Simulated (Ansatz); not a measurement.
Relaxation of a relaxed Ag cell displaced along its unstable phonon at q = (½, 0, 0) of its primitive reciprocal cell (27i cm⁻¹), largest move 0.15 Å; 2 atoms in the cell, which starts as Cmcm (No. 63), oS4; a = 3.268 Å, b = 4.622 Å, c = 4.622 Å, α = 90.00°, β = 90.00°, γ = 90.00°. These are r2SCAN (plane waves to 500 eV, PAW, scalar-relativistic; Ansatz, a program for electronic structure) values and carry that method's errors. Γ-centred k-mesh 7×14×14 on the run's cell (coarser than for final values), Fermi–Dirac smearing 0.05 eV. This is the first round of the run. 

The optimiser's lines from the output (shortened; P is positive under compression):

```
relax step   1: F+E_penalty+E_count = -15207.93678938 eV  Δ(F+E_penalty+E_count) = +0.000e0 eV  max|allowed force component| = 1.807e-2 eV/Å  Δτ_max = 0.0000 Å  P = +0.199 GPa  Ω = 34.902 Å³  (8 SCF iters, dr2 threshold 1.00e-7 eV, accepted)
relax step   2: F+E_penalty+E_count = -15207.93996321 eV  Δ(F+E_penalty+E_count) = -3.174e-3 eV  max|allowed force component| = 2.344e-2 eV/Å  Δτ_max = 0.0214 Å  P = -0.131 GPa  Ω = 35.007 Å³  (10 SCF iters, dr2 threshold 2.00e-7 eV, accepted)
relax step   3: F+E_penalty+E_count = -15207.94644812 eV  Δ(F+E_penalty+E_count) = -6.485e-3 eV  max|allowed force component| = 2.893e-2 eV/Å  Δτ_max = 0.0266 Å  P = +0.166 GPa  Ω = 34.870 Å³  (10 SCF iters, dr2 threshold 2.00e-7 eV, accepted)
relax step   4: F+E_penalty+E_count = -15207.97520396 eV  Δ(F+E_penalty+E_count) = -2.876e-2 eV  max|allowed force component| = 3.062e-2 eV/Å  Δτ_max = 0.0901 Å  P = +0.874 GPa  Ω = 34.489 Å³  (7 SCF iters, dr2 threshold 2.00e-7 eV, accepted)
relax step   5: F+E_penalty+E_count = -15207.98527725 eV  Δ(F+E_penalty+E_count) = -1.007e-2 eV  max|allowed force component| = 3.026e-2 eV/Å  Δτ_max = 0.0287 Å  P = -0.473 GPa  Ω = 34.904 Å³  (8 SCF iters, dr2 threshold 2.00e-7 eV, accepted)
relax step   6: F+E_penalty+E_count = -15207.98905812 eV  Δ(F+E_penalty+E_count) = -3.781e-3 eV  max|allowed force component| = 4.858e-2 eV/Å  Δτ_max = 0.1178 Å  P = +1.281 GPa  Ω = 34.303 Å³  (8 SCF iters, dr2 threshold 2.00e-7 eV, accepted)
relax step   7: F+E_penalty+E_count = -15207.99658432 eV  Δ(F+E_penalty+E_count) = -7.526e-3 eV  max|allowed force component| = 1.893e-3 eV/Å  Δτ_max = 0.0469 Å  P = -0.229 GPa  Ω = 34.755 Å³  (9 SCF iters, dr2 threshold 2.00e-7 eV, accepted)
relax step   8: F+E_penalty+E_count = -15207.99675803 eV  Δ(F+E_penalty+E_count) = -1.737e-4 eV  max|allowed force component| = 8.101e-4 eV/Å  Δτ_max = 0.0038 Å  P = +0.034 GPa  Ω = 34.666 Å³  (7 SCF iters, dr2 threshold 2.00e-7 eV, accepted)
relax step   9: F+E_penalty+E_count = -15207.99675224 eV  Δ(F+E_penalty+E_count) = +5.785e-6 eV  max|allowed force component| = 2.956e-4 eV/Å  Δτ_max = 0.0008 Å  P = -0.004 GPa  Ω = 34.679 Å³  (6 SCF iters, dr2 threshold 5.55e-9 eV, accepted)
relax step  10: F+E_penalty+E_count = -15207.99825180 eV  Δ(F+E_penalty+E_count) = -1.500e-3 eV  max|allowed force component| = 2.778e-4 eV/Å  Δτ_max = 0.0000 Å  P = +0.014 GPa  Ω = 34.679 Å³  stress off target by 7.28e-2 GPa  SCF on the basis re-selected at this cell (its energy is not comparable with the rows above)  (7 SCF iters)
relax step  11: F+E_penalty+E_count = -15207.99826412 eV  Δ(F+E_penalty+E_count) = -1.233e-5 eV  max|allowed force component| = 2.867e-4 eV/Å  Δτ_max = 0.0010 Å  P = +0.001 GPa  Ω = 34.684 Å³  (5 SCF iters, dr2 threshold 1.33e-8 eV, accepted)
relax step  12: F+E_penalty+E_count = -15207.99826711 eV  Δ(F+E_penalty+E_count) = -2.986e-6 eV  max|allowed force component| = 2.852e-4 eV/Å  Δτ_max = 0.0000 Å  P = +0.001 GPa  Ω = 34.684 Å³  stress off target by 4.25e-3 GPa  SCF on the basis re-selected at this cell (its energy is not comparable with the rows above)  (5 SCF iters)
```

From the first to the last row the energy changes by -0.03 eV/atom and the volume by -0.6 %. The last row is marked as not comparable with the walk above it, whose basis was carried along; it does compare with step 1, since both stand on a basis selected at the nominal cutoff for their own cell.

Later rounds, restarted from the end of this one on a renewed k-mesh, logged 5 more steps and released under 0.01 eV/atom more. The final structure after all rounds: P6₃/mmc (No. 194), hP2, hcp (Mg type); a = 2.9032 Å, b = 2.9032 Å, c = 4.7499 Å, α = 90.00°, β = 90.00°, γ = 120.00°. Between re-selections the logged energies stand on a plane-wave basis carried along with the cell. No spin polarisation in the result.

The run could not lose the symmetry of its start: the end is stationary, and may be a saddle point rather than a minimum.

The relaxed structure here is a generated cell of Ag: the first start was made by placing the elements on the sites of a structure type, and the end was not matched to a known phase here, so it may be hypothetical. Known forms of Ag include space group No. 225.
